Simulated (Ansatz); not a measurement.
AlPt3:
```
AlPt3
1.0
    5.44656     0.00000     0.00000
    0.00000     5.44656     0.00000
    0.00000     0.00000     7.85339
Al Pt
4 12
Cartesian
  2.72328   0.00000   1.87118
  2.72328   0.00000   5.98221
  0.00000   2.72328   1.87118
  0.00000   2.72328   5.98221
  1.28477   4.00805   0.00000
  4.16178   1.43851   0.00000
  1.43851   1.28477   0.00000
  4.00805   4.16178   0.00000
  0.00000   0.00000   1.99022
  0.00000   0.00000   5.86317
  2.72328   2.72328   5.86317
  2.72328   2.72328   1.99022
  3.78336   1.06009   3.92669
  1.66319   4.38647   3.92669
  4.38647   3.78336   3.92669
  1.06009   1.66319   3.92669
```

Relaxed with PBEsol. Special points in fractions of this cell's reciprocal vectors: Γ (0.000, 0.000, 0.000); X (0.000, 0.500, 0.000); M (0.500, 0.500, 0.000); Z (0.000, 0.000, 0.500); R (0.000, 0.500, 0.500); A (0.500, 0.500, 0.500).

Question: List the band energies nearest the Fermi level at these points for the program Ansatz at the PBEsol with spin–orbit coupling level (PAW).

Answer: In eV from the Fermi level; about four levels below and three above (degenerate sets whole), none deeper than 8.9 eV; points with the same levels are listed once.

```tsv
k	below	above
Γ	-0.09 -0.09 -0.03 -0.03	0.24 0.24 0.65 0.65
X	-0.21 -0.21 -0.21 -0.21	0.08 0.08 0.08 0.08
M	-0.29 -0.29 -0.29 -0.29	0.46 0.46 0.46 0.46
Z	-0.41 -0.41 -0.38 -0.38	0.59 0.59 0.59 0.59
R	-0.29 -0.29 -0.29 -0.29	0.63 0.63 0.63 0.63
A	-0.34 -0.34 -0.34 -0.34	2.45 2.45 2.45 2.45
```

Space group P4/mbm. The first step of the workflow began from a Materials Project structure, measured or hypothetical; the Crystallography Open Database copy checked does not list it. Whether it is the stable phase at ambient conditions was not checked. The cell was relaxed with PBEsol under the symmetry of its start; whether a distortion lowers the energy is not shown. The run is not spin-polarised.

Potentials: the later of the program's two PAW sets.
